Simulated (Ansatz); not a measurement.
BaZrO3:
```
CELL_PARAMETERS angstrom
      4.18063     0.00000     0.00000
      0.00000     4.18063     0.00000
      0.00000     0.00000     4.18063
ATOMIC_POSITIONS crystal
  O  0.00000 0.50000 0.50000
  O  0.50000 0.00000 0.50000
  O  0.50000 0.50000 0.00000
  Ba 0.00000 0.00000 0.00000
  Zr 0.50000 0.50000 0.50000
```

Relaxed with PBEsol. Special points in fractions of this cell's reciprocal vectors: Γ (0.000, 0.000, 0.000); X (0.000, 0.500, 0.000); M (0.500, 0.500, 0.000); R (0.500, 0.500, 0.500).

Problem. List the band energies nearest the valence-band maximum at these points for PBEsol in the plane-wave PAW code Ansatz.

Solution. In eV from the valence-band maximum; about four levels below and three above (degenerate sets whole), none deeper than 8.9 eV; points with the same levels are listed once.

```json
[
 {"k": "Γ", "below": "-1.03 -1.03 -1.03 -0.18 -0.18 -0.18", "above": "3.17 3.17 3.17"},
 {"k": "X", "below": "-1.76 -1.76 -1.70 -0.41 -0.41", "above": "3.55 5.74 5.74"},
 {"k": "M", "below": "-0.91 -0.91 -0.75 -0.05", "above": "5.73 5.73 6.53"},
 {"k": "R", "below": "-2.52 -2.52 -2.52 0.00 0.00 0.00", "above": "6.02 6.02 6.02"}
]
```

Space group Pm-3m (cubic perovskite). Symmetry was held in the PBEsol relaxation. No spin polarisation was allowed. Scalar-relativistic: spin–orbit coupling is off unless named, which matters more the heavier the elements.

Potentials: the later of the program's two PAW sets.
